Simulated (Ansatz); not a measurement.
CaF2 (fluorite)

```
CaF2
1.0
    0.00000     2.75548     2.75548
    2.75548     0.00000     2.75548
    2.75548     2.75548     0.00000
Ca F
1 2
Direct
  0.00000   0.00000   0.00000
  0.25000   0.25000   0.25000
  0.75000   0.75000   0.75000
```

E(V) scan at fixed shape, V₀ the volume above. Symmetry pins the atoms to their sites.

All values below come from PBE (plane waves to 420 eV, PAW, scalar-relativistic; Ansatz, a first-principles code). k mesh 10×10×10 (Γ-centred), Fermi-Dirac smearing 0.05 eV. Stress and pressure are positive under compression. CaF2 was relaxed with its symmetry unable to fall.

At one point of the scan the stress tensor (GPa) is:

```
   -7.1      0.0      0.0
    0.0     -7.1      0.0
    0.0      0.0     -7.1
```

Problem. Which point is it?
(A) V/V₀ = 1.128
(B) V/V₀ = 1.096
(C) V/V₀ = 1.160
(D) V/V₀ = 1.064

Solution. A, V/V₀ = 1.128

(Under strain, the slope of the energy per volume gives the stress and its curvature an elastic modulus.)
